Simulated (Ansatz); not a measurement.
## Equation of state of silicon, omega (AlB2-type)

Level of theory: DFT, r2SCAN, plane waves (500 eV) with PAW, scalar-relativistic (Ansatz). (PAW data from PBE, frozen cores regenerated.)

The cell is scaled uniformly from the relaxed one, with fractional coordinates and shape fixed. Energies are extrapolated to zero smearing, pressures are those at the given smearing. Magnetic state: spin not included.

| V (Å³/atom) | E − E₀ (meV/atom) | P (GPa) |
| --- | --- | --- |
| 12.671 | 77.2 | 16.19 |
| 13.247 | 31.3 | 9.49 |
| 13.823 | 7.1 | 4.16 |
| 14.398 | 0.0 | -0.05 |
| 14.974 | 6.5 | -3.41 |
| 15.550 | 23.8 | -6.09 |
| 16.126 | 49.9 | -8.25 |

Q: Fit a third-order Birch-Murnaghan equation.

A: V₀ = 14.39 Å³/atom, B₀ = 95 GPa, B₀′ = 4.7.
